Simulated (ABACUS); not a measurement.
Worked example: self-consistent single point of Al (Fm-3m, 1 atom in the cell; from Materials Project mp-134, changed as shown) in ABACUS.

Level of theory: PBE, PseudoDojo 0.5 standard norm-conserving PBE (tails mended) pseudopotentials (plane waves; ABACUS 3.10.1).

The change in words: volume scaled by 0.99. Reference geometry (Fm-3m):
```xyz
1
Lattice="0.0000 2.0195 2.0195 2.0195 0.0000 2.0195 2.0195 2.0195 0.0000" Properties=species:S:1:pos:R:3 pbc="T T T"
Al     0.0000     0.0000     0.0000
```

Reference input (self-consistent single point, DFT, PBE, plane waves, PseudoDojo 0.5 standard norm-conserving PBE (tails mended) pseudopotentials): KPT = Gamma 10 10 10 0 0 0; basis_type = pw; ecutwfc = 40 Ry; smearing_method = gaussian; smearing_sigma = 0.00999582 Ry; potentials = PseudoDojo 0.5 standard norm-conserving PBE (tails mended); symmetry = 1; symmetry_prec = 1e-05; ks_solver = dav_subspace; scf_nmax = 100; scf_thr = 1.0e-09 Ry; mixing_type = broyden. This run's input differs from it in these lines:

```diff
@@ -24,8 +24,8 @@
 LATTICE_CONSTANT
-5.396972
+5.37892
 
 LATTICE_VECTORS
-   0.0000000000    0.7071068311    0.7071068311
-   0.7071068311    0.0000000000    0.7071068311
-   0.7071068311    0.7071068311    0.0000000000
+   0.0000000000    0.7071067553    0.7071067553
+   0.7071067553    0.0000000000    0.7071067553
+   0.7071067553    0.7071067553    0.0000000000
```

Output (repeated stretches shortened):

```
 SELF-CONSISTENT
 -------------------------------------------
                                 init_chg = atomic

 PW ALGORITHM --------------- ION=   1  ELEC=   1--------------------------------
 Notice: Threshold on eigenvalues was too large.

 Density error is 0.00583353293375
                          Error Threshold = 0.00019488265334
 E_KohnSham     -4.6341603798        -63.0509866115
 E_Fermi        0.6031545161         8.2063381934

 PW ALGORITHM --------------- ION=   1  ELEC=   2--------------------------------

 Density error is 0.00068093718312
                          Error Threshold = 0.000194451097792
   [... lines left out ...]

 Density error is 1.62444368943e-08
                          Error Threshold = 1.85979247523e-08
 E_KohnSham     -4.6340089621        -63.0489264681
 E_Fermi        0.6010765855         8.1780664977

 PW ALGORITHM --------------- ION=   1  ELEC=   5--------------------------------

 Density error is 2.86079244913e-11
                          Error Threshold = 5.4148122981e-10
 E_KohnSham     -4.6340089626        -63.0489264744
 E_KS(sigma->0) -4.6337228404        -63.0450335826
 E_entropy(-TS) -0.0005722443        -0.0077857836
 E_Fermi        0.6010747396         8.1780413823
 charge density convergence is achieved
 final etot is -63.048926474 eV
 EFERMI = 8.1780413823 eV

 STATE ENERGY(eV) AND OCCUPATIONS    NSPIN == 1
   [... 9 lines left out ...]

 TOTAL-FORCE (eV/Angstrom)
                       Al1         0.0000000000         0.0000000000         0.0000000000

 TOTAL-STRESS (KBAR)
         5.3397957976        -0.0000000000         0.0000000000
        -0.0000000000         5.3397957976         0.0000000000
        -0.0000000000         0.0000000000         5.3397957976
 TOTAL-PRESSURE: 5.339796 KBAR

 --------------------------------------------
 !FINAL_ETOT_IS -63.0489264743564064 eV
 --------------------------------------------
```

The run converged in 5 iterations. Against the reference run the free energy is nearly the same (within 1 meV/atom) and the pressure goes from -0.20 to 0.53 GPa.

The structure comes from a collection of computed structures, made at another level of theory; the collection holds predicted forms beside known ones. No clean gap shows at this smearing width and mesh (spacing up to 0.27 Å⁻¹); the mesh is coarse for partly filled bands, so the values carry mesh errors.

“Tails mended”: in these copies of the files the far tail of each local potential was reset to the Coulomb form.
